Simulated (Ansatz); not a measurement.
BaO:
```cif
data_BaO
_chemical_formula_sum 'Ba1 O1'
_space_group_name_H-M_alt 'P 1'
_space_group_IT_number 1
_cell_length_a 3.84240
_cell_length_b 3.84240
_cell_length_c 3.84240
_cell_angle_alpha 60.000
_cell_angle_beta 60.000
_cell_angle_gamma 60.000
loop_
_space_group_symop_operation_xyz
  'x, y, z'
loop_
_atom_site_label
_atom_site_type_symbol
_atom_site_fract_x
_atom_site_fract_y
_atom_site_fract_z
_atom_site_occupancy
Ba1 Ba 0.00000 0.00000 0.00000 1
O1 O 0.50000 0.50000 0.50000 1
```

Relaxed with LDA.

Task: Decompose the optical modes at the zone centre into irreducible representations, and say which are infrared and Raman allowed.

Result: Point group m-3m: Γ_opt = T1u. Infrared: T1u. Raman: none.

Task: Assign frequencies (DFPT, plane-wave PAW LDA (Ansatz code); without the LO–TO term).

Result: T1u 86 cm⁻¹.

Space group Fm-3m (rock salt). The cell was relaxed with LDA under the symmetry of its start; phonons on a q-mesh show no instability. Spin–orbit coupling is left out wherever it is not named.

Potentials: the later of the program's two PAW sets.
